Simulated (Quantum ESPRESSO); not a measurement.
# Computed records: GaSi3O7F (made-up cell), AlZnGaCl2F6 (made-up cell, one site empty), Si2BO5F (made-up cell)

Calculation on a made-up crystal cell, not a measurement, with one named mistake planted (healthy values lack it): periodic Kohn-Sham density functional theory in plane waves with PseudoDojo standard norm-conserving scalar-relativistic pseudopotentials, each functional with its own files (v0.5 for PBE, v0.4.1 for LDA and PBEsol), no spin polarisation, no spin-orbit coupling, atoms not relaxed, stress positive in tension, energies less a fixed whole-eV offset for each atom's element; levels are Kohn-Sham levels at fractions of this cell's reciprocal vectors, counted from the reference band (half the neutral cell's valence electrons, rounded up) at Gamma; error bars cover cutoff and k-mesh only, not smearing or the files; each bar is the largest change over components, and at least 0.002 eV, 0.002 eV per angstrom or 0.02 GPa; a charged cell sits in a uniform background, with energy and stress on this program's zero of potential; no dispersion term; energies are for the whole cell, and the offsets were chosen from early runs and are not element reference energies; a distance is the largest change of any value in units of its error bar (the energy's for the smearing term), a scale change is of lengths, and a coarse mesh keeps the half-step shift; machines and their load varied, so run times do not measure scaling. Program: Quantum ESPRESSO 7.5.

Common to all runs: intended functional pbe; intended cutoff 1143 eV; intended fermi dirac smearing 0.025 eV; intended scf tolerance 1e-07 eV; intended electrons removed 0; healthy smearing term minus ts 0 eV; intended k mesh 5 x 5 x 4, shifted by half a step; structure shown as intended, without the mistake.

(1) GaSi3O7F (made-up cell)

Intended structure:
```
cell vectors (Å)
   4.2441     0.0242    -0.0132
   0.0242     4.2425     0.0082
  -0.0168     0.0104     5.5682
atoms (fractions of the cell vectors)
Ga -0.03789  0.00785  0.01182
Si  0.46320  0.48203  0.25751
Si -0.01722  0.03137  0.49372
Si  0.47171  0.48065  0.76177
O   0.32203  0.30645 -0.00843
O   0.68519  0.69375 -0.02267
O   0.77800  0.17037  0.25852
O   0.17328  0.79506  0.23508
O   0.30717  0.29967  0.50163
O   0.69573  0.69453  0.50323
F   0.81128  0.17985  0.74540
O   0.19402  0.79659  0.73962
```

* lattice type: rutile, doubled along c
* healthy free energy less offsets: 11.475 eV
* healthy scf iterations: 12
* healthy pressure: 16.84 GPa
* healthy stress xx: -18.23 GPa
* healthy stress yy: -9.72 GPa
* healthy stress zz: -22.56 GPa
* healthy stress yz: 4 GPa
* healthy stress xz: 2.77 GPa
* healthy stress xy: 2.77 GPa
* healthy reference band: 37
* fault kind: atoms exchanged
* fault first exchanged site: 10
* fault second exchanged site: 11
* faulty run command: mpirun -np 4 pw.x -nk 4 -in in
* faulty run processor: AMD EPYC, older, virtual cores
* faulty free energy less offsets: 10.73 eV
* faulty scf iterations: 12
* faulty smearing term minus ts: 0 eV
* faulty pressure: 18.27 GPa
* faulty stress xx: -18.63 GPa
* faulty stress yy: -16.61 GPa
* faulty stress zz: -19.58 GPa
* faulty stress yz: 4.479 GPa
* faulty stress xz: 1.937 GPa
* faulty stress xy: -11.8 GPa
* faulty reference band: 37
* other mistakes compared: 7
* distance from healthy: 2429 error bars
* distance from nearest other mistake: 2418 error bars
* healthy error bar energy: 0.003133 eV
* healthy error bar stress: 0.03473 GPa
* healthy error bar force: 0.002139 eV/Å
* healthy error bar next band up: 0.002 eV
* faulty wall time of scf and band steps on a shared machine: 139.9 s

Atoms:
```
atoms element  atom site  atom energy offset (eV)
           Ga          1                    -2080
           Si          2                     -115
           Si          3                     -115
           Si          4                     -115
            O          5                     -452
            O          6                     -452
            O          7                     -452
            O          8                     -452
            O          9                     -452
            O         10                     -452
            F         11                     -677
            O         12                     -452
```

Healthy forces:
```
site  x (eV/Å)  y (eV/Å)  z (eV/Å)
   1     3.845    -3.184    -1.355
   2      2.18     4.066    -1.567
   3     3.047    -7.083    -1.091
   4    -0.039     7.513    -1.837
   5    -1.307    -1.658     1.642
   6     -2.22    -3.534     0.697
   7    -2.467      4.36     3.265
   8      2.61    -1.723     4.261
   9    -1.456    -1.078     0.821
  10    -1.154    -1.622     -0.16
  11    -2.402     3.097    -3.027
  12    -0.636     0.848    -1.651
```

Healthy levels:
```
level k point  next band up (eV)
        Gamma              2.989
(1/2,1/2,1/2)              5.585
   (0.15,0,0)              3.371
   (0,0.15,0)              3.384
   (0,0,0.15)               3.29
```

Faulty forces:
```
site  x (eV/Å)  y (eV/Å)  z (eV/Å)
   1     2.744    -1.147     -4.19
   2    0.1297     1.243     -4.81
   3     3.401    -2.323     2.567
   4     0.719     2.316     1.212
   5    -1.455    -1.278     2.885
   6     -2.32    -3.261     1.579
   7    -2.532     4.101     4.174
   8     2.673    -1.983     5.302
   9   -0.2394    0.3209    -0.485
  10   -0.6823   -0.9079   -0.9045
  11    -3.034     3.572    -4.462
  12    0.5962   -0.6521    -2.866
```

Faulty levels:
```
level k point  next band up (eV)
        Gamma              3.277
(1/2,1/2,1/2)              5.112
   (0.15,0,0)              3.656
   (0,0.15,0)              3.643
   (0,0,0.15)              3.544
```

(2) AlZnGaCl2F6 (made-up cell, one site empty)

Intended structure:
```
cell vectors (Å)
   4.6693     0.0136    -0.0211
   0.0136     4.7084    -0.0137
  -0.0281    -0.0182     6.2268
atoms (fractions of the cell vectors)
Zn -0.00134 -0.00989  0.00095
Al  0.50002  0.51064  0.25282
Ga  0.00246 -0.00318  0.49910
F   0.30282  0.30649 -0.00681
F   0.68782  0.67963  0.00676
F   0.81570  0.19690  0.24568
Cl  0.20685  0.81130  0.24487
F   0.32229  0.29890  0.50016
F   0.68981  0.69689  0.50198
Cl  0.80917  0.19304  0.75379
F   0.18908  0.80132  0.75261
```

* lattice type: rutile, doubled along c
* empty site: 4
* healthy free energy less offsets: 34.445 eV
* healthy scf iterations: 11
* healthy pressure: 17.04 GPa
* healthy stress xx: -19.35 GPa
* healthy stress yy: -18.49 GPa
* healthy stress zz: -13.26 GPa
* healthy stress yz: -0.16 GPa
* healthy stress xz: -0.91 GPa
* healthy stress xy: 18.81 GPa
* healthy reference band: 46
* fault kind: wrong functional
* fault functional: lda
* faulty run command: mpirun -np 4 pw.x -nk 4 -in in
* faulty run processor: AMD EPYC, Zen 5 class, virtual cores
* faulty free energy less offsets: 50.9 eV
* faulty scf iterations: 11
* faulty smearing term minus ts: 0 eV
* faulty pressure: 7.05 GPa
* faulty stress xx: -9.759 GPa
* faulty stress yy: -8.958 GPa
* faulty stress zz: -2.434 GPa
* faulty stress yz: -0.2043 GPa
* faulty stress xz: -0.9128 GPa
* faulty stress xy: 18.32 GPa
* faulty reference band: 46
* other mistakes compared: 7
* distance from healthy: 5351 error bars
* distance from nearest other mistake: 2057 error bars
* healthy error bar energy: 0.003075 eV
* healthy error bar stress: 0.02 GPa
* healthy error bar force: 0.002 eV/Å
* healthy error bar next band up: 0.002 eV
* faulty wall time of scf and band steps on a shared machine: 102.8 s

Atoms:
```
atoms element  atom site  atom energy offset (eV)
           Zn          1                    -5687
           Al          2                      -64
           Ga          3                    -2080
            F          5                     -677
            F          6                     -677
            F          7                     -677
           Cl          8                     -449
            F          9                     -677
            F         10                     -677
           Cl         11                     -449
            F         12                     -677
```

Healthy forces:
```
site  x (eV/Å)  y (eV/Å)  z (eV/Å)
   1    -0.105    -0.115    -2.607
   2     4.087    -4.715    -0.664
   3     0.049     0.052     3.621
   5     1.016      0.83     2.778
   6    -0.662    -0.667      2.53
   7    -1.671     1.574     1.196
   8     0.654    -0.451     0.648
   9     0.077     0.391    -2.334
  10    -0.038    -0.398    -2.342
  11    -3.907     4.005    -1.364
  12     0.499    -0.506     -1.46
```

Healthy levels:
```
level k point  next band up (eV)
        Gamma              3.544
(1/2,1/2,1/2)              4.647
   (0.15,0,0)              3.788
   (0,0.15,0)               3.78
   (0,0,0.15)              3.724
```

Faulty forces:
```
site  x (eV/Å)  y (eV/Å)  z (eV/Å)
   1  -0.06381  -0.09005    -2.556
   2     4.007    -4.555   -0.6498
   3   0.05242   0.03244     3.558
   5    0.8905    0.7043     2.845
   6   -0.5875    -0.589      2.66
   7    -1.435     1.316     1.143
   8    0.4124   -0.2193    0.5889
   9  0.001689    0.2924    -2.425
  10   0.04732   -0.2949    -2.464
  11    -3.492     3.573    -1.301
  12     0.168   -0.1697    -1.398
```

Faulty levels:
```
level k point  next band up (eV)
        Gamma              3.341
(1/2,1/2,1/2)              4.499
   (0.15,0,0)              3.595
   (0,0.15,0)              3.586
   (0,0,0.15)              3.529
```

(3) Si2BO5F (made-up cell)

Intended structure:
```
cell vectors (Å)
   5.1763     0.0246     0.0737
  -2.5669     4.4762    -0.0435
   0.0813    -0.0085     5.7041
atoms (fractions of the cell vectors)
Si  0.47464  0.00524  0.69726
Si -0.00038  0.47198  0.31370
B   0.52048  0.53159  0.01207
O   0.40049  0.25311  0.79027
O   0.70285  0.14675  0.46780
O   0.87438  0.56341  0.11018
O   0.25869  0.40443  0.22141
O   0.12213  0.69786  0.57503
F   0.59849  0.88523  0.92786
```

- lattice type: quartz
- healthy free energy less offsets: 10.607 eV
- healthy scf iterations: 12
- healthy pressure: -19.81 GPa
- healthy stress xx: 16.37 GPa
- healthy stress yy: 22.47 GPa
- healthy stress zz: 20.6 GPa
- healthy stress yz: 3.66 GPa
- healthy stress xz: -2.02 GPa
- healthy stress xy: 9.81 GPa
- healthy reference band: 24
- fault kind: coarse kmesh
- fault k points along each vector: 1
- faulty run command: pw.x -nk 1 -in in
- faulty run processor: AMD EPYC, Zen 5 class, virtual cores
- faulty free energy less offsets: 10.63 eV
- faulty scf iterations: 13
- faulty smearing term minus ts: 0 eV
- faulty pressure: -20 GPa
- faulty stress xx: 16.66 GPa
- faulty stress yy: 23.14 GPa
- faulty stress zz: 20.21 GPa
- faulty stress yz: 3.069 GPa
- faulty stress xz: -1.726 GPa
- faulty stress xy: 10.04 GPa
- faulty reference band: 24
- other mistakes compared: 7
- distance from healthy: 454.4 error bars
- distance from nearest other mistake: 447.7 error bars
- healthy error bar energy: 0.002 eV
- healthy error bar stress: 0.0233 GPa
- healthy error bar force: 0.002 eV/Å
- healthy error bar next band up: 0.002 eV
- faulty wall time of scf and band steps on a shared machine: 23.4 s

Atoms:
```
atoms element  atom site  atom energy offset (eV)
           Si          1                     -115
           Si          2                     -115
            B          3                      -79
            O          4                     -452
            O          5                     -452
            O          6                     -452
            O          7                     -452
            O          8                     -452
            F          9                     -677
```

Healthy forces:
```
site  x (eV/Å)  y (eV/Å)  z (eV/Å)
   1    -2.015    -1.006    -4.981
   2     0.391    -1.037      6.55
   3     0.738    -4.748      2.19
   4    -0.978     3.849     3.944
   5     1.149      0.63    -0.232
   6    -5.713     0.905    -3.475
   7     3.664     1.903    -3.774
   8     2.153     1.469    -0.156
   9     0.609    -1.965    -0.067
```

Healthy levels:
```
level k point  next band up (eV)
        Gamma              2.541
(1/2,1/2,1/2)              3.702
   (0.15,0,0)              2.737
   (0,0.15,0)                2.8
   (0,0,0.15)              2.689
```

Faulty forces:
```
site  x (eV/Å)  y (eV/Å)  z (eV/Å)
   1    -2.119    -1.199    -4.958
   2    0.1698    -1.317      6.49
   3    0.5263    -4.979     2.323
   4    -0.744     4.106     4.382
   5     1.681    0.3548    -1.014
   6    -5.509    0.4805    -3.372
   7     4.008     2.566    -4.496
   8     1.684      2.03    0.7529
   9    0.3024    -2.042   -0.1073
```

Faulty levels:
```
level k point  next band up (eV)
        Gamma               2.48
(1/2,1/2,1/2)              3.636
   (0.15,0,0)              2.679
   (0,0.15,0)              2.741
   (0,0,0.15)              2.629
```

(4) Si2BO5F (made-up cell)

Structure as in entry 3.

* lattice type: quartz
* healthy free energy less offsets: 10.607 eV
* healthy scf iterations: 12
* healthy pressure: -19.81 GPa
* healthy stress xx: 16.37 GPa
* healthy stress yy: 22.47 GPa
* healthy stress zz: 20.6 GPa
* healthy stress yz: 3.66 GPa
* healthy stress xz: -2.02 GPa
* healthy stress xy: 9.81 GPa
* healthy reference band: 24
* fault kind: wrong functional
* fault functional: pbesol
* faulty run command: pw.x -nk 1 -in in
* faulty run processor: AMD EPYC, Zen 5 class, virtual cores
* faulty free energy less offsets: 20.48 eV
* faulty scf iterations: 13
* faulty smearing term minus ts: 0 eV
* faulty pressure: -22.09 GPa
* faulty stress xx: 18.64 GPa
* faulty stress yy: 24.64 GPa
* faulty stress zz: 22.98 GPa
* faulty stress yz: 3.582 GPa
* faulty stress xz: -2.021 GPa
* faulty stress xy: 9.722 GPa
* faulty reference band: 24
* other mistakes compared: 7
* distance from healthy: 4937 error bars
* distance from nearest other mistake: 2236 error bars
* healthy error bar energy: 0.002 eV
* healthy error bar stress: 0.0233 GPa
* healthy error bar force: 0.002 eV/Å
* healthy error bar next band up: 0.002 eV
* faulty wall time of scf and band steps on a shared machine: 391.5 s

Atoms:
```
atoms element  atom site  atom energy offset (eV)
           Si          1                     -115
           Si          2                     -115
            B          3                      -79
            O          4                     -452
            O          5                     -452
            O          6                     -452
            O          7                     -452
            O          8                     -452
            F          9                     -677
```

Healthy forces:
```
site  x (eV/Å)  y (eV/Å)  z (eV/Å)
   1    -2.015    -1.006    -4.981
   2     0.391    -1.037      6.55
   3     0.738    -4.748      2.19
   4    -0.978     3.849     3.944
   5     1.149      0.63    -0.232
   6    -5.713     0.905    -3.475
   7     3.664     1.903    -3.774
   8     2.153     1.469    -0.156
   9     0.609    -1.965    -0.067
```

Healthy levels:
```
level k point  next band up (eV)
        Gamma              2.541
(1/2,1/2,1/2)              3.702
   (0.15,0,0)              2.737
   (0,0.15,0)                2.8
   (0,0,0.15)              2.689
```

Faulty forces:
```
site  x (eV/Å)  y (eV/Å)  z (eV/Å)
   1    -2.014   -0.9623    -4.931
   2    0.4079    -1.034     6.483
   3    0.7179    -4.707     2.161
   4   -0.8087     3.757     3.943
   5     1.087    0.7044   -0.1502
   6    -5.661    0.8042    -3.332
   7     3.519     1.992    -3.791
   8     2.223     1.464   -0.2272
   9    0.5291    -2.017   -0.1571
```

Faulty levels:
```
level k point  next band up (eV)
        Gamma              2.509
(1/2,1/2,1/2)               3.69
   (0.15,0,0)              2.708
   (0,0.15,0)              2.773
   (0,0,0.15)               2.66
```

(5) Si2BO5F (made-up cell)

Structure as in entry 3.

* lattice type: quartz
* healthy free energy less offsets: 10.607 eV
* healthy scf iterations: 12
* healthy pressure: -19.81 GPa
* healthy stress xx: 16.37 GPa
* healthy stress yy: 22.47 GPa
* healthy stress zz: 20.6 GPa
* healthy stress yz: 3.66 GPa
* healthy stress xz: -2.02 GPa
* healthy stress xy: 9.81 GPa
* healthy reference band: 24
* fault kind: atoms exchanged
* fault first exchanged site: 7
* fault second exchanged site: 9
* faulty run command: mpirun -np 4 pw.x -nk 4 -in in
* faulty run processor: AMD EPYC, older, virtual cores
* faulty stress yz: ?
* faulty stress zz: ?
* faulty stress xy: ?

Atoms:
```
atoms element  atom site  atom energy offset (eV)
           Si          1                     -115
           Si          2                     -115
            B          3                      -79
            O          4                     -452
            O          5                     -452
            O          6                     -452
            O          7                     -452
            O          8                     -452
            F          9                     -677
```

Healthy forces:
```
site  x (eV/Å)  y (eV/Å)  z (eV/Å)
   1    -2.015    -1.006    -4.981
   2     0.391    -1.037      6.55
   3     0.738    -4.748      2.19
   4    -0.978     3.849     3.944
   5     1.149      0.63    -0.232
   6    -5.713     0.905    -3.475
   7     3.664     1.903    -3.774
   8     2.153     1.469    -0.156
   9     0.609    -1.965    -0.067
```

Healthy levels:
```
level k point  next band up (eV)
        Gamma              2.541
(1/2,1/2,1/2)              3.702
   (0.15,0,0)              2.737
   (0,0.15,0)                2.8
   (0,0,0.15)              2.689
```

**Q.** Estimate the faulty stress yz of Si2BO5F (made-up cell) (entry 5).
**A.** 2.631 GPa

**Q.** Estimate the faulty stress zz of Si2BO5F (made-up cell) (entry 5).
**A.** 20.75 GPa

**Q.** Si2BO5F (made-up cell) (entry 5): faulty stress xy?
**A.** 5.32 GPa

Further results for Si2BO5F (made-up cell) (entry 5):

* faulty free energy less offsets: 10.95 eV
* faulty scf iterations: 12
* faulty smearing term minus ts: 0 eV
* faulty pressure: -20.05 GPa
* faulty stress xx: 11.65 GPa
* faulty stress yy: 27.73 GPa
* faulty stress xz: 3.843 GPa
* faulty reference band: 24
* other mistakes compared: 7
* distance from healthy: 3311 error bars
* distance from nearest other mistake: 3189 error bars
* healthy error bar energy: 0.002 eV
* healthy error bar stress: 0.0233 GPa
* healthy error bar force: 0.002 eV/Å
* healthy error bar next band up: 0.002 eV
* faulty wall time of scf and band steps on a shared machine: 95.3 s

Faulty forces:
```
site  x (eV/Å)  y (eV/Å)  z (eV/Å)
   1    0.3909    -2.605    -1.289
   2    -3.431   -0.6819     8.358
   3      2.43     1.273    -4.431
   4    -1.683     4.255     4.264
   5     1.536     1.415    -1.434
   6    -4.596    0.4362    -2.626
   7     2.723  -0.09702    -1.389
   8     2.081    0.6137    -1.896
   9    0.5492    -4.609    0.4437
```

Faulty levels:
```
level k point  next band up (eV)
        Gamma              2.725
(1/2,1/2,1/2)              4.028
   (0.15,0,0)              2.978
   (0,0.15,0)              2.912
   (0,0,0.15)              2.885
```
